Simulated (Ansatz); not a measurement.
Problem. Name crystals whose computed values (DFT-r²SCAN in the program Ansatz with PAW potentials) fall in these windows: electron conductivity mass (mₑ) 0.33 to 0.43; G_Hill (GPa) 43 to 51.

Solution. 

| crystal | electron conductivity mass (mₑ) | G_Hill (GPa) |
|---|---|---|
| MgO, wurtzite | 0.36 | 47.7 |
Others may fit too.

Not the usual ambient phase: MgO, wurtzite. The cell was relaxed under the symmetry of its start.

Potentials: the earlier of the program's two PAW sets.
